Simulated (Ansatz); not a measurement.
Structure: a 14-atom cell of Ge₂CN₄ built on β-Si3N4 (relaxed group Pm), at its r2SCAN minimum. The symmetry is Pm (No. 6, monoclinic); conventional cell a = 7.313 Å, b = 2.924 Å, c = 7.394 Å, β = 117.0°, 10.06 Å³ an atom. Ge is surrounded by 4 N at 1.77–1.86 Å; Ge is surrounded by 4 N at 1.76–1.84 Å; C is surrounded by 4 N at 1.42–1.71 Å; Ge is surrounded by 4 N at 1.83–1.84 Å; Ge is surrounded by 4 N at 1.84–1.93 Å; C is surrounded by 4 N at 1.39–1.75 Å; N is surrounded by 3 Ge at 1.80–1.84 Å; N is surrounded by 2 C at 1.43–1.44 Å and 1 Ge at 1.84 Å (further sites aren't listed).

```
Ge C N
1.0
     7.31064    0.00000   -0.17179
     0.00000    2.92366    0.00000
    -3.80425    0.00000    6.68124
Ge C N
4 2 8
Direct
  0.62277 0.50000 0.83165
  0.83006 0.00000 0.24700
  0.26718 0.50000 0.41439
  0.15039 0.50000 0.77501
  0.74071 0.00000 0.55742
  0.41739 0.00000 0.20049
  0.33608 0.50000 0.68048
  0.64300 0.00000 0.34047
  0.65140 0.50000 0.60458
  0.73489 0.00000 0.98021
  0.96728 0.00000 0.68361
  0.98555 0.50000 0.34484
  0.28506 0.00000 0.28082
  0.36825 0.50000 0.05904
```

The questions ask for values computed with the plane-wave code Ansatz on this geometry. Simulation only: spin-unpolarised, and no claim that this is the phase found in nature.

Q: What gap does r2SCAN give, and where are the band edges?

A: The r2SCAN gap is indirect, 1.52 eV (k = (0.404, 0, 0.268) to Γ), below the direct gap of 1.55 eV at Γ.

Q: Estimate the gap with HSE06 on 2×6×2.

A: The HSE06 gap is indirect, 2.54 eV (k = (0.404, 0, 0.268) to Γ), below the direct gap of 2.55 eV at Γ. Least and direct gap differ so little that the kind isn't settled. The gap differs by +1.02 eV from r2SCAN's.

Q: What does PBE0 give for the gap (2×6×2 mesh)?

A: The PBE0 gap is indirect, 3.28 eV (k = (0.404, 0, 0.268) to Γ), below the direct gap of 3.29 eV at Γ. Least and direct gap differ so little that the kind isn't settled. The gap differs by +1.76 eV from r2SCAN's.

Spin-orbit coupling is left out.

Where an edge lies off the special points, it is a point of the mesh or the k point where a search put PBE's edge or least direct gap, reused for the other functionals, whose own edges may lie a little apart.

Coordinates of k points refer to the reciprocal vectors of the primitive cell of the runs.

The meshes of the hybrids are coarse, so their gaps aren't converged to the digits shown.

PBE's own run along the path (1.26 eV) came before the search for the edges and missed one, so it isn't listed.
